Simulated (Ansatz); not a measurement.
SiO2:
```cif
data_O24Si12
_chemical_formula_sum 'Si12 O24'
_space_group_name_H-M_alt 'P 1'
_space_group_IT_number 1
_cell_length_a 9.84491
_cell_length_b 9.84491
_cell_length_c 7.46926
_cell_angle_alpha 81.132
_cell_angle_beta 98.868
_cell_angle_gamma 91.789
loop_
_space_group_symop_operation_xyz
  'x, y, z'
loop_
_atom_site_label
_atom_site_type_symbol
_atom_site_fract_x
_atom_site_fract_y
_atom_site_fract_z
_atom_site_occupancy
Si1 Si 0.16499 0.38754 0.91712 1
Si2 Si 0.83501 0.61246 0.08288 1
Si3 Si 0.38754 0.16499 0.08288 1
Si4 Si 0.61246 0.83501 0.91712 1
Si5 Si 0.15866 0.61674 0.15698 1
Si6 Si 0.84134 0.38326 0.84302 1
Si7 Si 0.61674 0.15866 0.84302 1
Si8 Si 0.38326 0.84134 0.15698 1
Si9 Si 0.28704 0.48643 0.55087 1
Si10 Si 0.71296 0.51357 0.44913 1
Si11 Si 0.48643 0.28704 0.44913 1
Si12 Si 0.51357 0.71296 0.55087 1
O1 O 0.24688 0.24688 0.00000 1
O2 O 0.75312 0.75312 0.00000 1
O3 O 0.21122 0.50155 0.05032 1
O4 O 0.78878 0.49845 0.94968 1
O5 O 0.50155 0.21122 0.94968 1
O6 O 0.49845 0.78878 0.05032 1
O7 O 0.99717 0.64626 0.09100 1
O8 O 0.00283 0.35374 0.90900 1
O9 O 0.64626 0.99717 0.90900 1
O10 O 0.35374 0.00283 0.09100 1
O11 O 0.75899 0.24101 0.89193 1
O12 O 0.24101 0.75899 0.10807 1
O13 O 0.65153 0.65153 0.50000 1
O14 O 0.34847 0.34847 0.50000 1
O15 O 0.41254 0.58746 0.61639 1
O16 O 0.58746 0.41254 0.38361 1
O17 O 0.43577 0.81369 0.37583 1
O18 O 0.56423 0.18631 0.62417 1
O19 O 0.81369 0.43577 0.62417 1
O20 O 0.18631 0.56423 0.37583 1
O21 O 0.55503 0.80333 0.71330 1
O22 O 0.44497 0.19667 0.28670 1
O23 O 0.80333 0.55503 0.28670 1
O24 O 0.19667 0.44497 0.71330 1
```

Relaxed with PBEsol. The program Ansatz at the PBEsol level (PAW) gives a gap of 5.78 eV.

What gap does HSE06 give on the same cell (Ansatz, PAW)?

7.48 eV, 1.70 eV more. The hybrid was solved on a coarser mesh and at special points; the gap given is the minimum over both.

Cost on shared cores: the PBEsol run (SCF on a 3×3×4 mesh, then bands and DOS) around 30 core-minutes (rough), the HSE06 run (SCF on 2×2×3, then a few points) very roughly 21 core-minutes; the tasks are unlike.

Space group C2/m. The workflow started from a Materials Project entry (that database holds measured and hypothetical structures alike); the Crystallography Open Database files this formula in space group No. 12, but the cells were not matched. It is not the phase usual at ambient conditions (space group No. 92, 152, 154). The cell was relaxed with PBEsol under the symmetry of its start; its stability against distortions is not shown here.

Potentials: the earlier of the program's two PAW sets. The files were generated under PBE; for other functionals the program regenerates the frozen cores, and for LDA and PBEsol the local potential too.
